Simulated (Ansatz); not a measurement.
The relaxed structure here is a generated cell of Ta2Si: the first start was made by placing the elements on the sites of a structure type, and the end was not matched to a known phase here, so it may be hypothetical.

The start is a generated cell, Ta2Si placed in the Fe2P structure type. A full variable-cell relaxation at zero pressure is run with r2SCAN (plane waves to 500 eV, PAW, scalar-relativistic; Ansatz, a quantum-chemistry and plane-wave program). First-step values are on the input's coarse k-mesh.

Ansatz input (later rounds restart from its end on a renewed k-mesh):
Ansatz 0.2 input:
```yaml
crystal:
  lattice:
    - [6.7834292, 0, 0]
    - [-3.3917146, 5.874622, 0]
    - [0, 0, 3.9671]
  atoms:
    - { symbol: Ta, position: [0.256, 0, 0] }
    - { symbol: Ta, position: [0, 0.256, 0] }
    - { symbol: Ta, position: [0.744, 0.744, 0] }
    - { symbol: Ta, position: [0.589, 0, 0.5] }
    - { symbol: Ta, position: [0, 0.589, 0.5] }
    - { symbol: Ta, position: [0.411, 0.411, 0.5] }
    - { symbol: Si, position: [0, 0, 0.5] }
    - { symbol: Si, position: [0.33333333, 0.66666667, 0] }
    - { symbol: Si, position: [0.66666667, 0.33333333, 0] }
basis: { ecutwfc: 500, ecutrho_ratio: 4, xc_grid: 4, fft_grid_basis: typed }
kpoints: { mp_grid: { grid: [4, 4, 6] } }
hamiltonian:
  xc: r2scan
  dispersion: none
  pseudopotentials: { kind: paw }
scf: { occupations: { method: fermi_dirac, width: 0.05 } }
relax: { f_tol: 0.01, max_steps: 100, cell: { stress_tol: 0.02 } }
output: { forces: true, stress: true }
```

**Question.** What pressure does the first self-consistent step give?

**Answer.** -12 GPa (negative: the cell is under tension).

**Question.** Which atoms feel the largest initial force, and how large is it?

**Answer.** About 1.1 eV/Å, on Ta1, Ta2, Ta3 (atoms numbered as listed).

**Question.** By how much does the energy per atom fall from start to end?

**Answer.** 0.19 eV/atom.

**Question.** How does the volume change?

**Answer.** -7.9 %, from 17.57 to 16.18 Å³/atom.

**Question.** How do the shortest distances between atoms change?

**Answer.** The closest pairs of elements (up to four, under 3.6 Å), start → end: Si–Ta 2.56 → 2.51 Å; Ta–Ta 3.01 → 2.90 Å; Si–Si 3.92 → 3.39 Å.

**Question.** What band gap does the relaxed structure have at this level?

**Answer.** No gap (metallic).

**Question.** Give the final cell and atomic positions.

**Answer.** 
Space group P-62m (No. 189); a = b = 7.045 Å, c = 3.388 Å, α = β = 90.00°, γ = 120.00°

```tsv
atom	site	symmetry	x	y	z
Ta	3f	m2m	0.0000	0.2621	0.0000
Ta	3g	m2m	0.4036	0.4036	0.5000
Si	1b	-62m	0.0000	0.0000	0.5000
Si	2c	-6..	0.3333	0.6667	0.0000
```

The space group stays P-62m (No. 189) (the run could not lower it), with 9 atoms in the primitive cell. Final values are on a 8×8×14 k-mesh of the relaxed cell. No spin polarisation in the result.

The run could not lose the symmetry of its start, so the end can be a saddle point.
